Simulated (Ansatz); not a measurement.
An Ansatz input:

```yaml
crystal:
  lattice:
    - [4.827726579, 0.0, 0.0]
    - [-2.4138632895, 4.1809338599, 0.0]
    - [0.0, 0.0, 2.6726229489]
  atoms:
    - { symbol: Si, position: [1.0, 1.0, 0.0] }
    - { symbol: Si, position: [0.3333333333, 0.6666666667, 0.5] }
    - { symbol: Si, position: [0.6666666667, 0.3333333333, 0.5] }
hamiltonian:
  xc: blyp
  pseudopotentials:
    kind: paw
    azcp:
      Si: "pseudopotentials/Si.paw.azcp"
basis:
  ecutwfc: 420
  fft_grid_basis: typed
kpoints:
  mp_grid: { grid: [9, 9, 14], shift: [0, 0, 0] }
magnetization:
  spin_polarized: false
scf:
  occupations: { method: fermi_dirac, width: 0.1 }
  lower_state_search: "off"
output:
  stress: true
```

and its output:

```
Engine: ansatz 0.2.0, aarch64-unknown-linux-gnu
Pseudopotentials: kind: paw
Pseudopotential: Si, paw, valence charge 4, recommended cutoff 420 eV (normal) 
Functional definition: BLYP
  parameter beta = 0.0042
  parameter a = 0.04918
  parameter b = 0.132
  parameter c = 0.2533
  parameter d = 0.349
  exchange = b88_x(beta = beta)
  correlation = lyp_c(a = a, b = b, c = c, d = d)
Crystal: 3 atoms, lattice volume = 53.945 Å³
Basis set: ecut = 420 eV, 1053 PW (Γ), exchange–correlation on 72×72×36 points (8 copies of the dense FFT grid, shifted against one another)
Bands: 10, of which v1, the nominal top of the filled ones, is band 6 counted from 1 (5 counted from 0)
Symmetry: 24 space group operations
Space group: P6/mmm (ITA 191), of the structure as read, at distance tolerance 3.8e-5 Å
k-points: 96 of 1134
Non-local potential: Si, projectors of the file, l = 0: 2, l = 1: 2, l = 2: 2
PAW form: soft (Blöchl's): semilocal exchange-correlation on the pseudo side does not see the compensation charge
PAW frozen core: Si, regenerated for the run's functional, and the local potential with it (the file was generated under x = pbe(κ = 0.804, μ = 0.2195149727645171), c = pbe(β = 0.06672455060314922))
PAW one-centre angular grid: Si, 110 points (default); XC on 64 Gauss nodes
Initial density: superposition of atomic densities (neutral atoms: chi_scale 0, normalization atom), corrected by the library's trained network
Initial wavefunctions: pseudopotential atomic-orbital guess
Functional: x = b88, c = lyp
SCF iter   1: F=—  HF=-1915.689584 eV  |F-HF|=—  |Δ(HF+E_count)|=         —  Δρ=8.43e-3  dr2=4.67e-2  ethr=1.77e-3  ⟨swp⟩=5.4  Hψ=15312  notcnv=0  defer=12
automatic band count: the SCF goes on with 14 bands, as 10 were too few: the levels above may hold too much charge
SCF iter   2: F=—  HF=-1915.679860 eV  |F-HF|=—  |Δ(HF+E_count)|=   9.72e-3  Δρ=5.32e-3  dr2=1.90e-2  ethr=3.89e-4  ⟨swp⟩=1.0  Hψ=2112  notcnv=0  defer=38
SCF iter   3: F=—  HF=-1915.674137 eV  |F-HF|=—  |Δ(HF+E_count)|=   5.72e-3  Δρ=2.99e-4  dr2=3.87e-5  ethr=1.58e-4  ⟨swp⟩=2.0  Hψ=1821  notcnv=0  defer=38
SCF iter   4: F=—  HF=-1915.674140 eV  |F-HF|=—  |Δ(HF+E_count)|=   3.57e-6  Δρ=3.90e-5  dr2=9.33e-7  ethr=3.23e-7  ⟨swp⟩=2.0  Hψ=1817  notcnv=0  defer=38
iter 5 did not close the SCF: its close was put off for the readings that it lacked (scf_convergence_deferred on its scf_iter line)
SCF iter   5: F=-1915.674140 eV  HF=-1915.674140 eV  |F-HF|=1.50e-8  |Δ(HF+E_count)|=   2.25e-8  Δρ=6.43e-6  dr2=1.65e-8  ethr=7.78e-9  ⟨swp⟩=2.2  Hψ=1874  notcnv=0  defer=38
SCF iter   6: F=-1915.674140 eV  HF=-1915.674140 eV  |F-HF|=2.17e-10  |Δ(HF+E_count)|=   2.12e-8  Δρ=8.95e-7  dr2=4.63e-10  ethr=1.38e-10  ⟨swp⟩=2.0  Hψ=4061  notcnv=0
SCF 1 converged in 6 iterations: F = -1915.674140 eV  dr2 = 4.63e-10
SCF converged after 6 iterations
Free energy (F): -1915.674140 eV
Harris-Foulkes:  -1915.674140 eV  (|F-HF|=2.17e-10)
Internal energy: -1915.619690 eV  (E = F + TS)
E sigma→0 (E₀):  -1915.646915 eV
Entropy (-TS):   -0.054450 eV (-18.150 meV/atom)
Fermi energy:    8.356717 eV
--- Per-component energies (eV) ---
  E_band       = 40.280903
  E_kinetic    = 114.026212
  E_local      = -23.298651  (includes V_loc(G=0)·N_el)
  E_nonlocal   = 80.281181
  E_hartree    = 3.947122
  E_xc         = -160.154502
  E_vxc        = -132.519323  (∫ρ·V_xc dr)
  E_paw        = -1550.390349  (= ΣΔE_a)
  E_vpaw       = -6.102757  (= ΣTr[D̂ρ^β])
  E_aug_tail   = 0.000023  (compensation charges beyond the density's cutoff)
  E_ewald      = -380.074070
  E_core_change = 0.043343  (= ΣΔE_core)
  E_smearing   = -0.054450  (= −TS)
  E_closure    = 0.000000  (closes the sum)
  Σ components = -1915.674140   (vs F -1915.674140, Δ=0.00e0)
--- Stress (GPa, compression-positive) ---
       -4.125223       0.000000       0.000000
       -0.000000      -4.125223       0.000000
        0.000000       0.000000      -3.990350
  P = ⅓ Tr σ = -4.0803 GPa (-40.803 kbar)
```
